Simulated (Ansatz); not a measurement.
Relaxed-ion elastic tensor of Na (bcc (W type), space group No. 229) in GPa (Voigt order), the program Ansatz at the PBEsol level (PAW); density 1.05 g/cm³, 36.29 Å³ per atom.

|  | 1 | 2 | 3 | 4 | 5 | 6 |
|---|---|---|---|---|---|---|
| 1 | 8.8 | 7.4 | 7.4 | 0.0 | 0.0 | 0.0 |
| 2 | 7.4 | 8.8 | 7.4 | 0.0 | 0.0 | 0.0 |
| 3 | 7.4 | 7.4 | 8.8 | 0.0 | 0.0 | 0.0 |
| 4 | 0.0 | 0.0 | 0.0 | 6.4 | 0.0 | 0.0 |
| 5 | 0.0 | 0.0 | 0.0 | 0.0 | 6.4 | 0.0 |
| 6 | 0.0 | 0.0 | 0.0 | 0.0 | 0.0 | 6.4 |

Is the crystal mechanically stable?

Yes: the smallest eigenvalue of C is 1.4 GPa.

Work out the Voigt, Reuss and Hill averages.

K_V = 7.9, K_R = 7.9, K_H = 7.9; G_V = 4.1, G_R = 1.5, G_H = 2.8 GPa.

Give Young's modulus, Poisson's ratio, Pugh's ratio and the universal anisotropy index.

E = 9KG/(3K + G) = 7.6 GPa; ν = 0.34; K/G = 2.79 (ductile by the Pugh limit of 1.75); A_U = 5G_V/G_R + K_V/K_R − 6 = 8.63.

Estimate the sound speeds and the Debye temperature.

v_l = √((K + 4G/3)/ρ) = 3330 m/s, v_t = √(G/ρ) = 1640 m/s, mean 1840 m/s; Θ = (h/k)(3n/4πV)^(1/3) v_m = 165 K.

Give the Zener ratio and Young's modulus along [100], [110] and [111].

A = 2C44/(C11 − C12) = 9.08; 1/E = S11 − 2(S11 − S12 − S44/2)Γ with Γ = 0, 1/4, 1/3 gives 2.1, 5.8, 15.1 GPa.

Space group Im-3m (bcc (W type)). The PBEsol relaxation kept the symmetry of its start; phonons on a q-mesh show no instability. As this level gives no gap, shear constants depend on the k-mesh and smearing (Fermi–Dirac, 0.1 eV here).

Potentials: the earlier of the program's two PAW sets.
